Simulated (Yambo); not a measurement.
## KSO₂F: sweep of GW parameters

G0W0@LDA for KSO₂F (space group P2_1/m, No. 11) in Yambo. Reference settings: 2×2×2 Γ-centred k mesh, 269 bands and a 7 Ry block in the screening, 269 bands in G with the Bruneval-Gonze terminator, plasmon pole fitted at 27.2 eV. The LDA gap (-0.5, 0, -0.5) → (-0.5, 0, 0) on this mesh is 3.92 eV; G0W0 gaps are taken between the same points.

| change from the reference | G0W0 gap (-0.5, 0, -0.5) → (-0.5, 0, 0) (eV) | shift of the valence edge (eV) | rough Yambo cost |
|---|---|---|---|
| reference settings | 7.46 | -1.67 | 1 |
| 104 bands in W, 104 bands in G | 7.62 | -1.53 | about 1/3 |
| 175 bands in G | 7.48 | -1.66 | – |
| 128 bands in W | 7.54 | -1.58 | about 1/2 |
| 3 Ry block | 7.54 | -1.66 | within a factor of two |
| pole fitted at 10 eV | 7.35 | -1.55 | – |
| no random integration | 7.40 | -1.49 | – |
| 175 bands in G, no terminator | 7.48 | -1.34 | – |
| no terminator | 7.46 | -1.49 | – |

The reference isn't shown to be the converged limit. Costs are rough (shared machines), scaled to the same edge states, and given only for runs that recompute the screening.

Geometry of the Materials Project entry, not relaxed at this level; primitive cell a = 4.7090 Å, b = 5.8160 Å, c = 7.1513 Å, α = γ = 90.00°, β = 108.35°.

A shift is the quasiparticle energy of the state minus its LDA energy.
